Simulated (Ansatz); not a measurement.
InIr₃N:
```
InIr3N
1.0
    4.16067     0.00000     0.00000
    0.00000     4.16067     0.00000
    0.00000     0.00000     4.16067
In Ir N
1 3 1
Cartesian
  0.00000   0.00000   0.00000
  0.00000   2.08034   2.08034
  2.08034   0.00000   2.08034
  2.08034   2.08034   0.00000
  2.08034   2.08034   2.08034
```

Relaxed with PBE. Special points in fractions of this cell's reciprocal vectors: Γ (0.000, 0.000, 0.000); X (0.000, 0.500, 0.000); M (0.500, 0.500, 0.000); R (0.500, 0.500, 0.500).

Q: List the band energies nearest the Fermi level at these points for the program Ansatz at the PBE with spin–orbit coupling level (PAW).

A: In eV from the Fermi level; about four levels below and three above (degenerate sets whole), none deeper than 8.9 eV; points with the same levels are listed once.

```json
[
 {"k": "Γ", "below": "-1.57 -1.57 -1.57 -1.57 -0.22 -0.22", "above": "0.35 0.35 0.49 0.49"},
 {"k": "X", "below": "-1.04 -1.04 -0.55 -0.55", "above": "0.14 0.14 1.80 1.80"},
 {"k": "M", "below": "-0.47 -0.47 -0.21 -0.21", "above": "0.27 0.27 0.95 0.95"},
 {"k": "R", "below": "-1.25 -1.25 -1.25 -1.25 -0.33 -0.33", "above": "0.08 0.08 0.08 0.08"}
]
```

Space group Pm-3m (anti-perovskite). The start of the workflow was typed in or built on a structure type; neither database checked (COD, Materials Project) lists it. Whether it is the stable phase at ambient conditions was not checked. Symmetry was held in the PBE relaxation; its stability against distortions is not shown here. The workflow began spin-polarised and lost its moments. The volume moved by 16 % from the start of the relaxation. Its formation energy is positive at this level, so the cell may be metastable or incomplete.

Potentials: the later of the program's two PAW sets.
